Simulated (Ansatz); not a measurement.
Molecular dynamics on a 2×2×2 supercell (16 atoms) of GeSi (CsCl type), relaxed with r2SCAN. Forces come from r2SCAN in the PAW code Ansatz: Langevin thermostat and barostat (NPT), 450 K, steps of 1.5 fs. Spin polarisation is off, nuclei are classical, and the run is far too short for thermal averages. The structure comes from a prototype and may be hypothetical.

```yaml
crystal:
  lattice:
    - [6.4203012641, 0.0, 0.0]
    - [0.0, 6.4203012641, 0.0]
    - [0.0, 0.0, 6.4203012641]
  atoms:
    - { symbol: Ge, position: [0.0, 0.0, 0.0] }
    - { symbol: Si, position: [0.25, 0.25, 0.25] }
    - { symbol: Ge, position: [0.0, 0.0, 0.5] }
    - { symbol: Si, position: [0.25, 0.25, 0.75] }
    - { symbol: Ge, position: [0.0, 0.5, 0.0] }
    - { symbol: Si, position: [0.25, 0.75, 0.25] }
    - { symbol: Ge, position: [0.0, 0.5, 0.5] }
    - { symbol: Si, position: [0.25, 0.75, 0.75] }
    - { symbol: Ge, position: [0.5, 0.0, 0.0] }
    - { symbol: Si, position: [0.75, 0.25, 0.25] }
    - { symbol: Ge, position: [0.5, 0.0, 0.5] }
    - { symbol: Si, position: [0.75, 0.25, 0.75] }
    - { symbol: Ge, position: [0.5, 0.5, 0.0] }
    - { symbol: Si, position: [0.75, 0.75, 0.25] }
    - { symbol: Ge, position: [0.5, 0.5, 0.5] }
    - { symbol: Si, position: [0.75, 0.75, 0.75] }
kpoints:
  mp_grid: { grid: [2, 2, 2] }
hamiltonian:
  xc: r2scan
scf:
  occupations: { method: fermi_dirac, width: 0.039 }
md:
  ensemble: npt_langevin
  temperature: 450
  timestep: 1.5
  n_steps: 20
  initial_velocities: maxwell_boltzmann
  seed: 5822
```

Command: `ansatz run input.yaml --threads 4 --pin off --max-ram 3686MiB --backend cpu --events-out ev --progress --plain --runs-dir out`. It took 4.1 min on 4 threads of Arm Neoverse N1, on a shared host; peak host memory 1.5 GiB.

Task: How do temperature and energy develop?

Result: The temperature goes from 422 K to 281 K in 30 fs. The thermostat hasn't had time to restore it. The atoms start on their lattice sites with kinetic energy alone, so much of it first passes into potential energy.
```tsv
step	t (fs)	T (K)	free energy F from step 0 (meV/atom)	kinetic energy (meV/atom)	pressure (GPa)	volume (Å³/atom)	largest force (eV/Å)
0	0	422	0.0	54.5	-1.59	16.54	0.00
1	1.5	411	0.1	53.2	-1.59	16.54	0.04
2	3	454	0.2	58.6	-1.54	16.54	0.08
3	4.5	468	0.5	60.4	-1.47	16.53	0.12
4	6	489	0.9	63.3	-1.36	16.52	0.17
5	7.5	502	1.5	64.9	-1.25	16.51	0.23
6	9	473	2.4	61.2	-1.16	16.49	0.30
7	10.5	445	3.4	57.5	-1.09	16.49	0.36
8	12	458	4.6	59.2	-0.95	16.47	0.43
9	13.5	435	5.9	56.3	-0.80	16.46	0.50
10	15	454	7.3	58.7	-0.60	16.43	0.56
11	16.5	459	9.0	59.4	-0.39	16.41	0.63
12	18	461	10.7	59.5	-0.17	16.39	0.70
13	19.5	477	12.7	61.7	0.07	16.37	0.77
14	21	435	14.8	56.3	0.23	16.35	0.84
15	22.5	417	17.0	53.9	0.43	16.33	0.91
16	24	348	19.2	45.0	0.55	16.31	0.98
17	25.5	368	21.5	47.6	0.73	16.30	1.05
18	27	366	24.0	47.3	0.93	16.29	1.13
19	28.5	319	26.4	41.3	1.08	16.28	1.19
20	30	281	28.6	36.3	1.24	16.26	1.25
```

Positions (Å) and forces (eV/Å) at step 20:
```
cell (Å): 6.384 0.000 0.000; 0.000 6.384 0.000; 0.000 0.000 6.384
Ge   0.099  -0.053  -0.052    -0.144  -0.173   0.025
Si   1.514   1.675   1.605     0.450   0.117   0.071
Ge   0.045   0.042   3.151    -0.126  -0.367  -0.180
Si   1.454   1.629   4.800     0.605   0.010   0.018
Ge  -0.012   3.111  -0.037    -0.455   0.309   0.232
Si   1.667   4.766   1.746     0.448  -0.043  -0.326
Ge   0.000   3.164   3.247    -0.639   0.252  -0.400
Si   1.451   4.802   4.685     0.586  -0.052   0.283
Ge   3.145   0.091   0.038    -0.214  -0.636   0.072
Si   4.845   1.448   1.568     0.028   0.541  -0.204
Ge   3.253   0.160   3.218    -0.804  -0.776  -0.561
Si   4.717   1.445   4.680     0.591   0.540   0.706
Ge   3.178   3.078  -0.063    -0.048   0.438   0.394
Si   4.975   4.891   1.481    -0.363  -0.409   0.196
Ge   3.228   3.232   3.287     0.009   0.180  -0.507
Si   4.688   4.799   4.842     0.077   0.068   0.182
```

Overlapping bands make a metal at that level, for which these meshes are coarse; small forces, stresses and energy differences are uncertain. A small overlap in a semilocal functional can be an artefact that a hybrid or GW lifts.
